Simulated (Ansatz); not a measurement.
**Si3Mo5: do energies and stresses tell the same story?**

Method: DFT PBEsol, scalar-relativistic, plane waves, PAW in Ansatz.

Plane waves to 420 eV, a k mesh through Γ of 8×8×8 on the computed 16-atom cell and Gaussian smearing (0.10 eV); no spin polarisation.

Relaxed cell: I4/mcm, a = 9.604 Å, b = 9.604 Å, c = 4.871 Å, α = 90.00°, β = 90.00°, γ = 90.00°, 16 atoms in the primitive cell. Whether it is the stable form of this composition wasn't checked.

Energies at zero smearing and pressures from the stress tensor, at volumes with shape and atoms relaxed:
| V (Å³/atom) | E − E(first) (meV/atom) | P (GPa) |
| --- | --- | --- |
| 12.355 | 0.00 | 43.12 |
| 12.777 | -95.10 | 29.63 |
| 13.198 | -157.43 | 18.14 |
| 13.619 | -191.83 | 8.34 |
| 14.040 | -202.44 | 0.00 |
| 14.461 | -192.79 | -7.11 |
| 14.883 | -165.88 | -13.15 |
| 15.444 | -107.59 | -19.81 |

Q: Check P = −dE/dV between neighbouring volumes, and get the bulk modulus from the pressures alone.

A: With 1 eV/Å³ = 160.2 GPa:
```tsv
middle V (Å³/atom)	−ΔE/ΔV (GPa)	mean P (GPa)
12.566	36.175	36.375
12.987	23.707	23.882
13.408	13.086	13.239
13.830	4.037	4.171
14.251	-3.672	-3.554
14.672	-10.235	-10.130
15.163	-16.631	-16.482
```

The two differ by 0.20 GPa at most. The mean of two end pressures misses the average over a step by about ΔV² P″/12, up to 0.18 GPa here; with that taken off 0.02 GPa remains. Around V = 14.040 Å³/atom, the two neighbours give B = −V ΔP/ΔV = 14.040 × 15.45 / 0.842 = 257.5 GPa, against B0 = 256.1 GPa from the Birch–Murnaghan fit of the energies.

Cost: 9 runs of about 80 core-minutes in all, on Intel Xeon Platinum 8259CL (Skylake/Cascade Lake) (shared hosts).